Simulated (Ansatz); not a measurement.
Suppose Al2BAs2 takes space group P4/mmm (No. 123), with Al on 2g; B on 1b; As on 2g.

The calculation used Ansatz 0.2.0, DFT PBE, scalar-relativistic, plane waves, PAW. Cutoff 420 eV, Γ-centred mesh, Gaussian smearing, no spin polarisation.

The zero of energy is the elements' standard structures at the same level; no fitted shifts are applied.

Q: Predict the relaxed structure.

A:

Space group P4/mmm (No. 123). a = 2.701 Å, b = 2.701 Å, c = 12.391 Å, α = 90.00°, β = 90.00°, γ = 90.00°
```tsv
atom	site	symmetry	x	y	z
Al	2g	4mm	0.0000	0.0000	0.3288
B	1b	4/mmm	0.0000	0.0000	0.5000
As	2g	4mm	0.0000	0.0000	0.1074
```

Al has 1 B at 2.12 Å, 4 Al at 2.70 Å and 1 As at 2.74 Å; B has 2 Al at 2.12 Å; As has 5 As at 2.66–2.70 Å and 1 Al at 2.74 Å. Another local minimum with the same sites may exist.

Q: And its energy and gap?

A: The formation energy is +0.66 eV/atom and the gap on the 14×14×4 mesh of the 5-atom cell is 0 eV (a metal). The separate elements lie lower, so it is unstable against them.

The last run used Gaussian smearing of 0.10 eV. An odd number of electrons in the primitive cell allows no gap without spin; a larger cell or a magnetic state could open one. The cell is a metal run without spin; a magnetic state may lie lower. The reference form of As is held partly by dispersion forces, which this level lacks. Symmetry constrained the relaxation, so the result can be a saddle point. Another cell of Al2BAs2 relaxed alike, in P-3m1, lies 0.42 eV/atom lower, so this cell isn't the stable form at this level.
